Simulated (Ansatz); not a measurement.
LiHg (CsCl type, Pm-3m) at seven volumes, PBEsol in the plane-wave PAW code Ansatz, scaled uniformly. One row is withheld.

```json
[
 {"V (Å³/atom)": "15.754", "P (GPa)": "?"},
 {"V (Å³/atom)": "16.274", "P (GPa)": "2.91"},
 {"V (Å³/atom)": "16.793", "P (GPa)": "1.33"},
 {"V (Å³/atom)": "17.313", "P (GPa)": "0.00"},
 {"V (Å³/atom)": "17.832", "P (GPa)": "-1.11"},
 {"V (Å³/atom)": "18.351", "P (GPa)": "-2.04"},
 {"V (Å³/atom)": "18.871", "P (GPa)": "-2.82"}
]
```

**Question.** Fit the shown pressures and predict the withheld one.

**Answer.** Third-order Birch–Murnaghan: P = (3/2)B₀(x^(7/2) − x^(5/2))[1 + (3/4)(B′ − 4)(x − 1)] with x = (V₀/V)^(2/3). Least squares on the six rows gives V₀ = 17.313 Å³/atom, B₀ = 40.40 GPa, B′ = 4.89. At V = 15.754, x = 1.0649 and P = 4.80 GPa. The run itself gave 4.79 GPa.

The workflow started from an entry of the Crystallography Open Database (COD). Its standing as an ambient phase is unchecked. Symmetry was held in the PBEsol relaxation; whether a distortion lowers the energy is not shown. Spin–orbit coupling is left out wherever it is not named.

Potentials: the later of the program's two PAW sets.
